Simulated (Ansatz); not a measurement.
CdTe:
```xyz
2
Lattice="0.0000 3.2789 3.2789 3.2789 0.0000 3.2789 3.2789 3.2789 0.0000" Properties=species:S:1:pos:R:3 pbc="T T T"
Te     4.9184     4.9184     4.9184
Cd     0.0000     0.0000     0.0000
```

Relaxed with r²SCAN. Special points in fractions of this cell's reciprocal vectors: Γ (0.000, 0.000, 0.000); X (0.500, 0.000, 0.500); U (0.625, 0.250, 0.625); K (0.375, 0.375, 0.750); L (0.500, 0.500, 0.500); W (0.500, 0.250, 0.750).

### Question
List the band energies nearest the valence-band maximum at these points for r²SCAN in the plane-wave PAW code Ansatz.

### Answer
In eV from the valence-band maximum; about four levels below and three above (degenerate sets whole), none deeper than 8.9 eV; points with the same levels are listed once.

| k | below | above |
|---|---|---|
| Γ | -8.23 -8.23 0.00 0.00 0.00 | 1.16 5.08 5.08 5.08 |
| X | -7.73 -4.17 -1.78 -1.78 | 2.97 3.00 9.23 |
| U | -7.70 -4.06 -2.45 -1.47 | 3.25 4.83 7.77 |
| L | -7.87 -4.28 -0.73 -0.73 | 2.20 5.62 5.62 |
| W | -7.66 -4.03 -2.24 -2.09 | 4.55 4.96 6.06 |

Space group F-43m (zinc blende). The cell was relaxed with r²SCAN under the symmetry of its start; of distortions, only those at the zone centre were tested. Scalar-relativistic: spin–orbit coupling is off unless named, which matters more the heavier the elements.

Potentials: the later of the program's two PAW sets.
